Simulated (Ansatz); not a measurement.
Input, command and steps of an Ansatz relaxation.

```yaml
crystal:
  lattice:
    - [6.7656382926, 0.0, 0.0]
    - [-3.3828191463, 5.8592146342, 0.0]
    - [0.0, 0.0, 5.4757886541]
  atoms:
    - { symbol: In, position: [0.16944245, 0.83055755, 0.498113048] }
    - { symbol: In, position: [0.6611150999, 0.83055755, 0.498113048] }
    - { symbol: In, position: [0.16944245, 0.3388849001, 0.498113048] }
    - { symbol: In, position: [0.83055755, 0.6611150999, 0.998113048] }
    - { symbol: In, position: [0.3388849001, 0.16944245, 0.998113048] }
    - { symbol: In, position: [0.83055755, 0.16944245, 0.998113048] }
    - { symbol: Ga, position: [0.6666666667, 0.3333333333, 0.4991732486] }
    - { symbol: Ga, position: [0.3333333333, 0.6666666667, 0.9991732486] }
    - { symbol: "N", position: [0.1770538947, 0.8229461053, 0.8865726982] }
    - { symbol: "N", position: [0.6458922107, 0.8229461053, 0.8865726982] }
    - { symbol: "N", position: [0.1770538947, 0.3541077893, 0.8865726982] }
    - { symbol: "N", position: [0.6666666667, 0.3333333333, 0.8467695128] }
    - { symbol: "N", position: [0.3333333333, 0.6666666667, 0.3467695128] }
    - { symbol: "N", position: [0.8229461053, 0.6458922107, 0.3865726982] }
    - { symbol: "N", position: [0.3541077893, 0.1770538947, 0.3865726982] }
    - { symbol: "N", position: [0.8229461053, 0.1770538947, 0.3865726982] }
basis:
  ecutwfc: 500
kpoints:
  mp_grid: { grid: [6, 6, 6] }
hamiltonian:
  xc: r2scan
scf:
  occupations: { method: gaussian, width: 0.01 }
output:
  forces: true
  stress: true
  eigenvalues: true
  write_density: true
  write_potential: true
  elf: true
  volumetric_format: npy
relax:
  adjacent_minimum: "off"
  f_tol: 0.01
  max_steps: 30
  cell: { stress_tol: 0.1, fix: [volume] }
```

```bash
ansatz run input.yaml --threads 4 --pin off --max-ram 10240MiB --backend cpu --events-out ev --progress --plain --runs-dir out
```

Theory: DFT r2SCAN, scalar-relativistic, plane waves, PAW (Ansatz 0.2.0).

The volume is held at 0.94 times that of the relaxed cell.

Of 4 frames 3 are shown, positions in Å and forces in eV/Å; the SCF threshold varies from step to step. Steps run on the plane waves of an earlier cell, with a Pulay correction in the pressure. The basis is chosen afresh for the last frame, the zero of the energies, and at times for earlier ones too; energy and pressure can step there, also at an unchanged geometry. Where two frames share a geometry here, they differ by under 2 meV/atom and 0.3 GPa.

```xyz
16
Lattice="6.7656 0.0000 0.0000 -3.3828 5.8592 0.0000 0.0000 0.0000 5.4758" Properties=species:S:1:pos:R:3:forces:R:3 pbc="T T T" step=1 free_energy_over_end_meV_per_atom=0.02 pressure_GPa=10.81
In   -1.6632    4.8664    2.7276   -0.0366    0.0211    0.0127
In    1.6632    4.8664    2.7276    0.0366    0.0211    0.0127
In    0.0000    1.9856    2.7276    0.0000   -0.0422    0.0127
In    3.3828    3.8736    5.4655    0.0000    0.0422    0.0127
In    1.7196    0.9928    5.4655   -0.0366   -0.0211    0.0127
In    5.0461    0.9928    5.4655    0.0366   -0.0211    0.0127
Ga    3.3828    1.9531    2.7334    0.0000    0.0000   -0.0384
Ga    0.0000    3.9061    5.4713    0.0000    0.0000   -0.0384
N    -1.5860    4.8218    4.8547    0.0116   -0.0067    0.0113
N     1.5860    4.8218    4.8547   -0.0116   -0.0067    0.0113
N     0.0000    2.0748    4.8547    0.0000    0.0134    0.0113
N     3.3828    1.9531    4.6367    0.0000    0.0000   -0.0337
N     0.0000    3.9061    1.8988    0.0000    0.0000   -0.0337
N     3.3828    3.7844    2.1168    0.0000   -0.0134    0.0113
N     1.7968    1.0374    2.1168    0.0116    0.0067    0.0113
N     4.9688    1.0374    2.1168   -0.0116    0.0067    0.0113
16
Lattice="6.7666 0.0000 0.0000 -3.3833 5.8600 0.0000 0.0000 0.0000 5.4743" Properties=species:S:1:pos:R:3:forces:R:3 pbc="T T T" step=2 free_energy_over_end_meV_per_atom=0.00 pressure_GPa=10.79
In   -1.6650    4.8680    2.7272    0.0093   -0.0054   -0.0019
In    1.6650    4.8680    2.7272   -0.0093   -0.0054   -0.0019
In    0.0000    1.9841    2.7272    0.0000    0.0108   -0.0019
In    3.3833    3.8759    5.4644    0.0000   -0.0108   -0.0019
In    1.7183    0.9921    5.4644    0.0093    0.0054   -0.0019
In    5.0483    0.9921    5.4644   -0.0093    0.0054   -0.0019
Ga    3.3833    1.9533    2.7308    0.0000    0.0000   -0.0080
Ga    0.0000    3.9067    5.4680    0.0000    0.0000   -0.0080
N    -1.5861    4.8224    4.8539    0.0064   -0.0037    0.0034
N     1.5861    4.8224    4.8539   -0.0064   -0.0037    0.0034
N     0.0000    2.0752    4.8539    0.0000    0.0073    0.0034
N     3.3833    1.9533    4.6344    0.0000    0.0000    0.0036
N     0.0000    3.9067    1.8973    0.0000    0.0000    0.0036
N     3.3833    3.7848    2.1168    0.0000   -0.0073    0.0034
N     1.7972    1.0376    2.1168    0.0064    0.0037    0.0034
N     4.9694    1.0376    2.1168   -0.0064    0.0037    0.0034
16
Lattice="6.7658 0.0000 0.0000 -3.3829 5.8593 0.0000 0.0000 0.0000 5.4755" Properties=species:S:1:pos:R:3:forces:R:3 pbc="T T T" step=4 free_energy_over_end_meV_per_atom=0.00 pressure_GPa=10.79
In   -1.6644    4.8672    2.7281    0.0007   -0.0004    0.0002
In    1.6644    4.8672    2.7281   -0.0007   -0.0004    0.0002
In    0.0000    1.9844    2.7281    0.0000    0.0008    0.0002
In    3.3829    3.8750    5.4658    0.0000   -0.0008    0.0002
In    1.7185    0.9922    5.4658    0.0007    0.0004    0.0002
In    5.0473    0.9922    5.4658   -0.0007    0.0004    0.0002
Ga    3.3829    1.9531    2.7312    0.0000    0.0000   -0.0038
Ga    0.0000    3.9062    5.4690    0.0000    0.0000   -0.0038
N    -1.5858    4.8218    4.8550    0.0020   -0.0012    0.0004
N     1.5858    4.8218    4.8550   -0.0020   -0.0012    0.0004
N     0.0000    2.0751    4.8550    0.0000    0.0024    0.0004
N     3.3829    1.9531    4.6350    0.0000    0.0000    0.0022
N     0.0000    3.9062    1.8972    0.0000    0.0000    0.0022
N     3.3829    3.7843    2.1173    0.0000   -0.0024    0.0004
N     1.7971    1.0375    2.1173    0.0020    0.0012    0.0004
N     4.9687    1.0375    2.1173   -0.0020    0.0012    0.0004
```

The run took 84 s on 4 threads of Intel(R) Xeon(R) Platinum 8488C (Sapphire Rapids), with other jobs on the host, peak memory 1.5 GiB.